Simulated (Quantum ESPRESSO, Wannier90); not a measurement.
Wannier functions of AlRu (CsCl type)

```
begin unit_cell_cart
ang
    2.9825000000    0.0000000000    0.0000000000
    0.0000000000    2.9825000000    0.0000000000
    0.0000000000    0.0000000000    2.9825000000
end unit_cell_cart
begin atoms_frac
Al   0.0000000000  0.0000000000  0.0000000000
Ru   0.5000000000  0.5000000000  0.5000000000
end atoms_frac
```

Cell from Materials Project (mp-542569), symmetrised, no further relaxation. COD (Crystallography Open Database) has an entry of this formula and space group (matched by these alone). Method: LDA plane waves in Quantum ESPRESSO 7.5 (PseudoDojo norm-conserving files, 71 Ry, no spin polarisation, no spin-orbit coupling), Bloch states on a 10×10×10 mesh through Γ, Wannier90 4.0.1. Density: 14×14×14 mesh, cold smearing 0.01 Ry.

A tight-binding model is made by disentanglement and projection with no localisation steps (num_iter = 0), so the 13 orbitals stay atom-like: hydrogen-like Al: s;p; Ru: s;p;d, axes along x, y, z; frozen window up to 1.50 eV relative to the Fermi level. It follows pw.x to 3.1 meV rms for states up to 1.0 eV relative to the Fermi level. Matrix elements depend on this choice of orbitals and windows.

Q: What are the on-site energies relative to the Fermi level, and how fast do the hoppings decay?

A: 
| atom | orbitals | energy (eV) |
|---|---|---|
| Al1 | s | 3.24 |
| Al1 | pz px py | 8.32 |
| Ru2 | s | 6.24 |
| Ru2 | pz px py | 12.08 |
| Ru2 | dz2 dx2-y2 | -0.81 |
| Ru2 | dxz dyz dxy | -0.79 |

```tsv
distance of the centres (Å)	largest modulus (eV)
2–3	2.3
4–5	0.35
5–6	0.37
6–7	0.063
7–8	0.091
8–9	0.020
9–10	0.017
10–11	0.0068
11–12	0.023
12–13	0.013
```
